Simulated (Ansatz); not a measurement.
Data:

Ni3N:
```yaml
crystal:
  lattice:
    - [0.00000, 2.70830, 2.70830]
    - [2.70830, 0.00000, 2.70830]
    - [2.70830, 2.70830, 0.00000]
  atoms:
    - { symbol: N, position: [0.00000, 0.00000, 0.00000] }
    - { symbol: Ni, position: [0.50000, 0.50000, 0.50000] }
    - { symbol: Ni, position: [0.25000, 0.25000, 0.25000] }
    - { symbol: Ni, position: [0.75000, 0.75000, 0.75000] }
```
The run is spin-polarised; directions of the spins, atom by atom: 0 ↑ 0 0.

This is the PBE-relaxed structure.

All from DFT-PBE in the program Ansatz with PAW potentials, unless another level is named. Predict the electronic character.

metallic (no gap).

What about the density of states at the Fermi level?

1.3 states/eV per atom (mean over ±0.08 eV).

What about the formation energy from the elements (no fitted shifts)?

0.99 eV/atom.

Space group Fm-3m. The cell is a constructed one: a structure type filled with these elements; neither database checked (COD, Materials Project) lists it. Its standing as an ambient phase is unchecked. Symmetry was held in the PBE relaxation; whether a distortion lowers the energy is not shown. Spin order of the final state: ferromagnetic, the only order run, not a proven ground state. No Hubbard U is applied. The references are the lowest solids computed at this level, not always the standard phases (solids in place of the gases).

Potentials: the earlier of the program's two PAW sets.
